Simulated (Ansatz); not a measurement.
Question: In (body-centred tetragonal, I4/mmm) is relaxed with plane-wave PAW LDA (Ansatz code). What lattice parameters of the conventional cell result?

Answer: a = 3.151 Å, c = 4.946 Å.

Symmetry was held in the LDA relaxation. Axis ratios of metals converge slowly with the k-mesh, so a and c are less sure than the volume.

Potentials: the later of the program's two PAW sets.
